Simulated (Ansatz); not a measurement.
Relaxed-ion elastic tensor of Cs in space group I4_1/amd (No. 141; Cs on 4b) in GPa (Voigt order), PBEsol in the plane-wave PAW code Ansatz; density 1.92 g/cm³, 114.74 Å³ per atom.

```
 4.7  -0.2   0.6   0.0   0.0   0.0
-0.2   4.7   0.6   0.0   0.0   0.0
 0.6   0.6   4.5   0.0   0.0   0.0
 0.0   0.0   0.0  -7.9   0.0   0.0
 0.0   0.0   0.0   0.0  -7.9   0.0
 0.0   0.0   0.0   0.0   0.0  -0.9
```

Task: Is the crystal mechanically stable?

Result: No: the smallest eigenvalue of C is -7.9 GPa.

The workflow started from a Materials Project entry (that database holds measured and hypothetical structures alike); the Crystallography Open Database copy checked does not list it. It is not the phase usual at ambient conditions (space group No. 229). Symmetry was held in the PBEsol relaxation. At this level the phase is mechanically unstable. As this level gives no gap, shear constants depend on the k-mesh and smearing (Fermi–Dirac, 0.1 eV here). Spin–orbit coupling is left out wherever it is not named.

Potentials: the later of the program's two PAW sets.
